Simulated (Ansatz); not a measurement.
SiS$_{2}$:
Space group P3₂21 (No. 154); a = b = 5.7552 Å, c = 6.8052 Å, α = β = 90.00°, γ = 120.00°

```
atom  site  symmetry       x       y       z
----  ----  --------  ------  ------  ------
Si      3a       .2.  0.5449  0.5449  0.0000
S       6c         1  0.3122  0.3700  0.2597
```

Relaxed at zero pressure with the program Ansatz at the r²SCAN level (PAW).

### Question
The volume is raised by 3 % and shape and atoms relax at that volume. What pressure results, and how do the axes share the change?

### Answer
-1.0 GPa; a 1.2 %, b 1.2 %, c 0.6 %; the energy rises by 2 meV/atom.

### Question
Give the new structure.

### Answer

Space group P3₂21 (No. 154); a = b = 5.8242 Å, c = 6.8443 Å, α = β = 90.00°, γ = 120.00°

```csv
atom,site,symmetry,x,y,z
Si,3a,.2.,0.5428,0.5428,0.0000
S,6c,1,0.3100,0.3741,0.2586
```

The phase is kept; no other phase was compared at this pressure.

Space group P3_221. The start of the workflow was typed in or built on a structure type; neither database checked (COD, Materials Project) lists it. COD files the formula under space group No. 72, 122. Its standing as an ambient phase is unchecked. The r²SCAN relaxation kept the symmetry of its start; whether a distortion lowers the energy is not shown. The volume moved by -22 % from the start of the relaxation.

Potentials: the earlier of the program's two PAW sets. The files were generated under PBE; for other functionals the program regenerates the frozen cores, and for LDA and PBEsol the local potential too.
